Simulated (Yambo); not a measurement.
Yambo run on NaBa₂ReO₆ (space group Fm-3m, No. 225). The wavefunctions are PBEsol (pw.x of Quantum ESPRESSO, ONCV potentials, no spin-orbit coupling) ones on a 2×2×2 mesh (40 occupied bands); a = b = c = 5.9548 Å, α = β = γ = 60.00°.

Yambo input:

```
rim_cut
gw0
dyson
el_el_corr
HF_and_locXC
ppa
em1d
RandQpts= 1000000
RandGvec= 1 Ry
FFTGvecs= 25 Ry
EXXRLvcs= 88 Ry
VXCRLvcs= 352 Ry
Chimod= "HARTREE"
% BndsRnXp
 6 | 229 |
%
NGsBlkXp= 7 Ry
% LongDrXp
 1.0 | 1.0 | 1.0 |
%
PPAPntXp= 27.2114 eV
% GbndRnge
 1 | 229 |
%
GTermKind= "BG"
DysSolver= "n"
ExtendOut
% QPkrange
 1 | 1 | 40 | 40 |
 3 | 3 | 40 | 41 |
%
```

k points by index: 1 = Γ, 3 = X.

The o-*.qp file then holds:

```
#    K-point    Band    Eo [eV]    E [eV]    E-Eo [eV]    Vxc [eV]    Vnlxc [eV]    Sc|Eo [eV]    Sc|E [eV]    dSc/dw|Eo [eV]    Re(Z)    Im(Z)
#
    1    40    0.000000    -0.371063    -0.371063    -19.06514    -23.83852    4.292149    4.402318    -8.076122    0.771131    -0.001471
    3    40    -0.043999    -0.427672    -0.383674    -18.92198    -23.67348    4.254563    4.367822    -8.029925    0.772142    -0.001456
    3    41    1.900366    3.246469    1.346102    -16.76130    -11.90586    -3.181860    -3.509342    -6.619464    0.804334    -0.001471
```
(The two width columns are left out.) Convergence of these settings isn't established.

Geometry of the Materials Project entry, not relaxed at this level.
